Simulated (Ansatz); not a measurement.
The cell below belongs to a search over invented structures; it isn't taken from experiment.

Input and command of a plane-wave DFT calculation in Ansatz:

```yaml
crystal:
  lattice:
    - [4.0840674567, 0.0, 0.0]
    - [0.0, 4.0840674567, 0.0]
    - [0.0, 0.0, 5.7031899643]
  atoms:
    - { symbol: Si, position: [0.0, 0.5, 0.7538045276] }
    - { symbol: Si, position: [0.5, 0.0, 0.7538045276] }
    - { symbol: Si, position: [0.0, 0.5, 0.2461954724] }
    - { symbol: Si, position: [0.5, 0.0, 0.2461954724] }
    - { symbol: Pd, position: [0.5, 0.5, 0.5] }
    - { symbol: Ir, position: [0.0, 0.0, 0.0] }
basis:
  ecutwfc: 420
kpoints:
  mp_grid: { grid: [8, 8, 6] }
  band_path:
    path:
      - [[0.0, 0.0, 0.0], [0.0, 0.5, 0.0], [0.5, 0.5, 0.0], [0.0, 0.0, 0.0], [0.0, 0.0, 0.5], [0.0, 0.5, 0.5], [0.5, 0.5, 0.5], [0.0, 0.0, 0.5]]
      - [[0.0, 0.5, 0.0], [0.0, 0.5, 0.5]]
      - [[0.5, 0.5, 0.0], [0.5, 0.5, 0.5]]
    npoints: 10
hamiltonian:
  xc: pbe
scf:
  occupations: { method: gaussian, width: 0.1 }
output:
  forces: true
  stress: true
  eigenvalues: true
  populations: true
  dos: { projected: true, de: 0.02 }
  bader: false
  write_density: true
  write_potential: true
  elf: true
  volumetric_format: npy
magnetization:
  noncollinear: true
  spin_orbit: true
```

```bash
ansatz run input.yaml --threads 1 --pin off --max-ram 2560MiB --backend cpu --events-out ev --progress --plain --runs-dir out
```

Processor: Intel(R) Xeon(R) 6975P-C (Granite Rapids), 1 thread, on a host shared with other jobs.

Question: Estimate time, memory and problem size.

Answer: About 93 s, peak memory 1.1 GiB. It solves 64 bands at 60 k points (after reduction by symmetry) with about 1875 plane waves, in 10 SCF iterations.
